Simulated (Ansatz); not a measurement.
The relaxed structure here is a generated cell of ZnO: the first start was made by placing the elements on the sites of a structure type, and the end was not matched to a known phase here, so it may be hypothetical. Known forms of ZnO include space group No. 186.

One stationary structure of ZnO. Space group P4₂/mmc (No. 131). All values below come from PBE (plane waves to 420 eV, PAW, scalar-relativistic; Ansatz, an electronic-structure program).

```cif
data_O2Zn2
_chemical_formula_sum 'Zn2 O2'
_space_group_name_H-M_alt 'P42/mmc'
_space_group_IT_number 131
_space_group_name_Hall '-P 4c 2'
_cell_length_a 3.02843
_cell_length_b 3.02843
_cell_length_c 5.40680
_cell_angle_alpha 90.000
_cell_angle_beta 90.000
_cell_angle_gamma 90.000
loop_
_atom_site_label
_atom_site_type_symbol
_atom_site_symmetry_multiplicity
_atom_site_Wyckoff_symbol
_atom_site_fract_x
_atom_site_fract_y
_atom_site_fract_z
_atom_site_occupancy
Zn1 Zn 2 c 0.00000 0.50000 0.00000 1
O1 O 2 e 0.00000 0.00000 0.25000 1
```

- Volume per atom: 12.40 Å³
- Band gap: no gap (metallic)
- Shortest distances: O–Zn 2.03 Å; O–O 2.70 Å; Zn–Zn 3.03 Å
- k-mesh: 11×11×6

Band energies at high-symmetry points (eV from the Fermi level; labels of this space group; no spin-orbit coupling), from −5 eV up to 1.7 eV:

| point | energies |
|---|---|
| Γ | -4.59 -2.70 -2.70 -1.95 -0.56 -0.50 -0.50 |
| X | -4.27 -3.65 -2.05 -0.76 -0.52 |
| M | -4.94 -4.71 -3.68 -3.68 -3.66 -3.66 0.05 1.24 |
| Z | -4.24 -4.24 -2.16 -2.16 -1.01 -1.01 |
| R | -4.56 -3.85 -2.19 -2.13 -0.53 |
| A | -3.81 -3.81 -3.47 -3.47 -2.13 -2.13 |

No spin polarisation in the result.

The run could not lose the symmetry of its start, so the end can be a saddle point.

All atoms sit on sites fixed by symmetry, so only the cell could relax.
